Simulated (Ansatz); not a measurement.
Given:

KTi4S8:
```yaml
crystal:
  lattice:
    - [6.83342, 0.00000, 0.00000]
    - [-3.41671, 5.91791, 0.00000]
    - [0.00000, 0.00000, 7.88386]
  atoms:
    - { symbol: S, position: [0.33416, 0.16708, 0.81993] }
    - { symbol: S, position: [0.33333, 0.66667, 0.82088] }
    - { symbol: S, position: [0.83292, 0.16708, 0.81993] }
    - { symbol: S, position: [0.83292, 0.66584, 0.81993] }
    - { symbol: Ti, position: [0.00000, 0.00000, 0.00000] }
    - { symbol: Ti, position: [0.00000, 0.50000, 0.00000] }
    - { symbol: Ti, position: [0.50000, 0.00000, 0.00000] }
    - { symbol: Ti, position: [0.50000, 0.50000, 0.00000] }
    - { symbol: S, position: [0.16708, 0.33416, 0.18007] }
    - { symbol: S, position: [0.16708, 0.83292, 0.18007] }
    - { symbol: S, position: [0.66667, 0.33333, 0.17912] }
    - { symbol: S, position: [0.66584, 0.83292, 0.18007] }
    - { symbol: K, position: [0.00000, 0.00000, 0.50000] }
```

This is the r²SCAN+D4-relaxed structure.

**Question.** All from r²SCAN+D4 in the plane-wave PAW code Ansatz, unless another level is named. Predict the electronic character.

**Answer.** metallic (no gap).

**Question.** Give the formation energy from the elements (no fitted shifts).

**Answer.** -1601 meV/atom.

**Question.** Predict the density of states at the Fermi level.

**Answer.** 0.42 states/eV per atom (mean over ±0.08 eV).

Space group P-3m1. A made-up cell: these elements were put on the sites of a structure type; neither database checked (COD, Materials Project) lists it. Whether it is the stable phase at ambient conditions was not checked. Symmetry was held in the r²SCAN+D4 relaxation; its stability against distortions is not shown here. No spin polarisation was allowed. With an odd number of electrons in the cell and no spin polarisation, the count alone makes it a metal. The references are the lowest solids computed at this level, not always the standard phases.

Potentials: the later of the program's two PAW sets.
